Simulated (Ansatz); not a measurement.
Input, command and steps of an Ansatz relaxation.

```yaml
crystal:
  lattice:
    - [4.3908683104, 0.0, 0.0]
    - [0.0, 4.3908683104, 0.0]
    - [0.0, 0.0, 4.3908683104]
  atoms:
    - { symbol: "Y", position: [0.0, 0.5, 0.5] }
    - { symbol: "Y", position: [0.5, 0.0, 0.5] }
    - { symbol: "Y", position: [0.5, 0.5, 0.0] }
    - { symbol: B, position: [0.0, 0.0, 0.0] }
basis:
  ecutwfc: 420
kpoints:
  mp_grid: { grid: [4, 4, 4] }
hamiltonian:
  xc: pbe
scf:
  occupations: { method: gaussian, width: 0.1 }
  lower_state_search: "off"
output:
  forces: true
  stress: true
  eigenvalues: true
relax:
  adjacent_minimum: "off"
  f_tol: 0.04
  max_steps: 70
  cell: { stress_tol: 0.4 }
```

```bash
ansatz run input.yaml --threads 1 --pin off --max-ram 2560MiB --backend cpu --events-out ev --progress --plain --runs-dir out
```

Theory: Ansatz 0.2.0, DFT PBE, scalar-relativistic, plane waves, PAW.

Of 4 frames 4 are shown, positions in Å and forces in eV/Å; the SCF threshold varies from step to step. Steps run on the plane waves of an earlier cell, with a Pulay correction in the pressure. The basis is chosen afresh for the last frame, the zero of the energies, and at times for earlier ones too; energy and pressure step there, also at an unchanged geometry.

```xyz
4
Lattice="4.3909 0.0000 0.0000 0.0000 4.3909 0.0000 0.0000 0.0000 4.3909" Properties=species:S:1:pos:R:3:forces:R:3 pbc="T T T" step=1 free_energy_over_end_meV_per_atom=29.48 pressure_GPa=5.18
Y     0.0000    2.1954    2.1954    0.0000    0.0000    0.0000
Y     2.1954    0.0000    2.1954    0.0000    0.0000    0.0000
Y     2.1954    2.1954    0.0000    0.0000    0.0000    0.0000
B     0.0000    0.0000    0.0000    0.0000    0.0000    0.0000
4
Lattice="4.6049 0.0000 0.0000 0.0000 4.6049 0.0000 0.0000 0.0000 4.6049" Properties=species:S:1:pos:R:3:forces:R:3 pbc="T T T" step=2 free_energy_over_end_meV_per_atom=12.49 pressure_GPa=-2.78
Y     0.0000    2.3025    2.3025    0.0000    0.0000    0.0000
Y     2.3025    0.0000    2.3025    0.0000    0.0000    0.0000
Y     2.3025    2.3025    0.0000    0.0000    0.0000    0.0000
B     0.0000    0.0000    0.0000    0.0000    0.0000    0.0000
4
Lattice="4.5256 0.0000 0.0000 0.0000 4.5256 0.0000 0.0000 0.0000 4.5256" Properties=species:S:1:pos:R:3:forces:R:3 pbc="T T T" step=3 free_energy_over_end_meV_per_atom=0.38 pressure_GPa=-0.22
Y     0.0000    2.2628    2.2628    0.0000    0.0000    0.0000
Y     2.2628    0.0000    2.2628    0.0000    0.0000    0.0000
Y     2.2628    2.2628    0.0000    0.0000    0.0000    0.0000
B     0.0000    0.0000    0.0000    0.0000    0.0000    0.0000
4
Lattice="4.5256 0.0000 0.0000 0.0000 4.5256 0.0000 0.0000 0.0000 4.5256" Properties=species:S:1:pos:R:3:forces:R:3 pbc="T T T" step=4 free_energy_over_end_meV_per_atom=0.00 pressure_GPa=-0.20
Y     0.0000    2.2628    2.2628    0.0000    0.0000    0.0000
Y     2.2628    0.0000    2.2628    0.0000    0.0000    0.0000
Y     2.2628    2.2628    0.0000    0.0000    0.0000    0.0000
B     0.0000    0.0000    0.0000    0.0000    0.0000    0.0000
```

The start puts this composition into another compound's structure type, which needn't suit it. At the end the space group is Pm-3m (tolerance 0.05 Å).

It took 2.7 s on 1 thread of Intel(R) Xeon(R) 6975P-C (Granite Rapids) (shared host), peak memory 0.39 GiB.

The k mesh is coarse.